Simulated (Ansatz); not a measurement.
**Computed properties of Ga4P3N (ordering on zincblende)**

All numbers come from the plane-wave code Ansatz. The calculation is non-magnetic, and the structure need not be a phase that has been made.

Structure: Ga4P3N, ordered on the zincblende lattice (Cm) with 8 atoms a cell, at its r2SCAN minimum. It is monoclinic, Cm (No. 8); a = 12.218 Å, b = 3.698 Å, c = 6.393 Å, β = 100.4° in the conventional setting, 17.76 Å³ an atom. N has 4 Ga at 1.97–2.13 Å; P has 4 Ga at 2.33–2.43 Å; P has 4 Ga at 2.29–2.37 Å; P has 4 Ga at 2.30–2.34 Å; Ga has 2 N at 2.13 Å and 2 P at 2.34–2.43 Å; Ga has 1 N at 2.00 Å and 3 P at 2.36–2.37 Å; Ga has 1 N at 1.97 Å and 3 P at 2.31–2.33 Å; Ga has 4 P at 2.29–2.33 Å.

```cif
data_structure
_symmetry_space_group_name_H-M 'P 1'
_symmetry_Int_Tables_number 1
_cell_length_a 6.3827
_cell_length_b 6.3827
_cell_length_c 6.3931
_cell_angle_alpha 99.987
_cell_angle_beta 99.987
_cell_angle_gamma 33.681
_cell_volume 142.04
loop_
_atom_site_label
_atom_site_type_symbol
_atom_site_fract_x
_atom_site_fract_y
_atom_site_fract_z
_atom_site_occupancy
N1 N 0.99895 0.99895 0.00169 1
P1 P 0.50149 0.50149 0.49962 1
P2 P 0.74626 0.74626 0.23613 1
P3 P 0.25372 0.25372 0.76631 1
Ga1 Ga 0.44828 0.44828 0.84835 1
Ga2 Ga 0.94299 0.94299 0.27770 1
Ga3 Ga 0.16278 0.16278 0.05703 1
Ga4 Ga 0.69553 0.69553 0.56317 1
```

Gaps on the r2SCAN cell, each the least over its mesh and the special points:

| level | k mesh | gap (eV) | kind | edges | least direct gap (eV) | rough cost |
| --- | --- | --- | --- | --- | --- | --- |
| PBE | 8×8×4 | 0.01 | indirect | Y₂–Γ (0.90) → Γ | 0.03 | 70 core-seconds |
| PBE+SOC | 8×8×4 | 0.01 | indirect | Y₂–Γ (0.90) → Γ | 0.04 | 9 core-minutes |
| r2SCAN | 8×8×4 | 0.25 | direct | Γ | 0.25 | 110 core-seconds |

All runs use a smearing of 0.02 eV.
Wave cutoffs: 420 eV, 500 eV (r2SCAN).
Points off the special ones are mesh points or PBE's searched band edges, reused at the other levels. Run but not listed, since they were read on a mesh alone, on too coarse a mesh, or into states of the vacuum: HSE06.
Costs come from shared machines and give only the order; PBE's includes the band path. The runs had 4 threads of Arm Neoverse V2, with other jobs on the host.

r2SCAN gives a direct gap of 0.25 eV at Γ. Spin-orbit coupling changes the PBE gap by +0.001 eV, to 0.01 eV.

Direct and least gap lie within 0.04 eV at some levels, so the kind of gap isn't settled.

Only the levels marked +SOC include spin-orbit coupling.

Gaps or overlaps of about a tenth of an eV are at the limit of these meshes: between the points read a gap can be smaller or closed.
